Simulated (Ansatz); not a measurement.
BN:
```
CELL_PARAMETERS angstrom
      2.54801     0.00000     0.00000
     -1.27400     2.20664     0.00000
      0.00000     0.00000     8.37529
ATOMIC_POSITIONS crystal
  B  0.00000 0.00000 0.99977
  B  0.00000 0.00000 0.49977
  B  0.66667 0.33333 0.75047
  B  0.33333 0.66667 0.25047
  N  0.00000 0.00000 0.81317
  N  0.00000 0.00000 0.31317
  N  0.66667 0.33333 0.56222
  N  0.33333 0.66667 0.06222
```

Relaxed with r²SCAN.

### Question
Map the electron localisation function on the plane through (0.000, 0.000, 1.000) spanned by u = [0, 0, 1] and v = [1, -1, 0] in lattice vectors, from r²SCAN in the plane-wave PAW code Ansatz.

### Answer
x is the fraction of u, y of v (the angle between them is 90°; rows are the nearest grid lines); atoms in the plane: B at (0.00, 0.00), B at (0.50, 0.00), B at (0.75, 0.67), B at (0.25, 0.33), N at (0.81, 0.00), N at (0.31, 0.00), N at (0.56, 0.67), N at (0.06, 0.33).
```
y \ x   0.000  0.100  0.175  0.275  0.375  0.450  0.550  0.625  0.725  0.825  0.900   1.00
------  -----  -----  -----  -----  -----  -----  -----  -----  -----  -----  -----  -----
1.00    0.000  0.164  0.084  0.387  0.854  0.517  0.086  0.071  0.653  0.041  0.930  0.000
0.909   0.098  0.194  0.074  0.739  0.807  0.398  0.700  0.196  0.692  0.660  0.833  0.098
0.864   0.245  0.163  0.061  0.776  0.687  0.357  0.903  0.433  0.688  0.847  0.663  0.245
0.773   0.156  0.067  0.035  0.366  0.142  0.363  0.819  0.794  0.329  0.731  0.168  0.156
0.682   0.039  0.023  0.016  0.040  0.016  0.410  0.051  0.854  0.012  0.208  0.045  0.039
0.636   0.046  0.029  0.018  0.046  0.017  0.404  0.105  0.852  0.021  0.228  0.046  0.046
0.545   0.389  0.374  0.129  0.209  0.042  0.274  0.738  0.753  0.182  0.309  0.044  0.389
0.455   0.753  0.722  0.591  0.303  0.091  0.087  0.494  0.283  0.153  0.131  0.032  0.753
0.364   0.695  0.517  0.889  0.016  0.111  0.025  0.046  0.022  0.037  0.032  0.025  0.695
0.318   0.679  0.480  0.901  0.009  0.109  0.023  0.036  0.018  0.032  0.028  0.025  0.679
0.227   0.854  0.764  0.627  0.778  0.337  0.091  0.147  0.041  0.170  0.324  0.082  0.854
0.136   0.811  0.666  0.160  0.918  0.743  0.296  0.357  0.074  0.537  0.711  0.597  0.811
0.0909  0.370  0.432  0.096  0.824  0.820  0.391  0.313  0.081  0.632  0.569  0.820  0.370
0.000   0.000  0.164  0.084  0.387  0.854  0.517  0.086  0.071  0.653  0.041  0.930  0.000
```

The density is the valence pseudo-density with augmentation charge, so density and ELF within about 1 Å of a nucleus are not all-electron values.

Space group P6_3mc. The cell is a constructed one: a structure type filled with these elements. Its sites differ from those of the usual phase in this space group: another stacking or structure type. Symmetry was held in the r²SCAN relaxation; phonons on a q-mesh show no instability.

Potentials: the later of the program's two PAW sets.
